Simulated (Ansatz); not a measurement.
ZnAg:
```
CELL_PARAMETERS angstrom
      3.11774     0.00000     0.00000
      0.00000     3.11774     0.00000
      0.00000     0.00000     3.11774
ATOMIC_POSITIONS crystal
  Zn 0.50000 0.50000 0.50000
  Ag 0.00000 0.00000 0.00000
```

Relaxed with PBEsol. Special points in fractions of this cell's reciprocal vectors: Γ (0.000, 0.000, 0.000); X (0.000, 0.500, 0.000); M (0.500, 0.500, 0.000); R (0.500, 0.500, 0.500).

Problem. List the band energies nearest the Fermi level at these points for PBEsol with spin–orbit coupling (plane waves, PAW; program Ansatz).

Solution. In eV from the Fermi level; about four levels below and three above (degenerate sets whole), none deeper than 8.9 eV; points with the same levels are listed once.

```json
[
 {"k": "Γ", "below": "-4.49 -4.49 -4.49 -4.49 -4.17 -4.17", "above": "5.01 5.01 5.46 5.46 5.46 5.46"},
 {"k": "X", "below": "-4.51 -4.51 -2.67 -2.67", "above": "10.58 10.58 10.81 10.81"},
 {"k": "M", "below": "-1.90 -1.90 -1.77 -1.77", "above": "1.55 1.55 2.28 2.28"},
 {"k": "R", "below": "-3.98 -3.98 -3.98 -3.98", "above": "1.74 1.74 3.76 3.76"}
]
```

Space group Pm-3m (CsCl type). The first step of the workflow began from a Materials Project structure, measured or hypothetical; the Crystallography Open Database files this formula in space group No. 221, but the cells were not matched. Whether it is the stable phase at ambient conditions was not checked. The PBEsol relaxation kept the symmetry of its start; of distortions, only those at the zone centre were tested. No spin polarisation was allowed.

Potentials: the later of the program's two PAW sets.
